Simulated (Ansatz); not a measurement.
Consider the following.

ZnS (wurtzite)

```
CELL_PARAMETERS angstrom
      3.80610     0.00000     0.00000
     -1.90305     3.29618     0.00000
      0.00000     0.00000     6.24474
ATOMIC_POSITIONS crystal
  Zn 0.66667 0.33333 0.99975
  Zn 0.33333 0.66667 0.49975
  S  0.66667 0.33333 0.62545
  S  0.33333 0.66667 0.12545
```

In each cell atom 3 (S, nearest neighbour Zn at 2.333 Å; its periodic images, 3.8 Å or more away, move with it) moves by s·(0.000, 0.000, 1.000) (along Cartesian z), the rest being held.

These are r2SCAN (plane waves to 500 eV, PAW, scalar-relativistic; Ansatz, a first-principles code) values and carry that method's errors. k mesh 8×8×5 (Γ-centred), Fermi-Dirac smearing 0.05 eV. Energies are smeared free energies. ZnS was relaxed with its symmetry unable to fall. ΔE is measured from the undisplaced structure.

The scan covers s from -0.230 to 0.230 Å in 11 points.

Task: Is the energy the same for displacements of ±0.230 Å, and if not, which side lies higher?

Result: Not even: the positive side lies higher at ±0.230 Å. With its periodic images moving along, the atom's site symmetry in this cell is 3m..

Task: What force acts on the atom along the line at s = -0.230 Å?

Result: 1.59 eV/Å.

Task: What is the energy change at s = 0.230 Å?

Result: 322 meV/cell.

Task: What is the force constant k = d²E/ds² of this move at s = 0?

Result: 9.56 eV/Å².

(For displaced atoms, the force is minus the slope of the energy, and its curvature is a force constant, which sets phonon frequencies.)
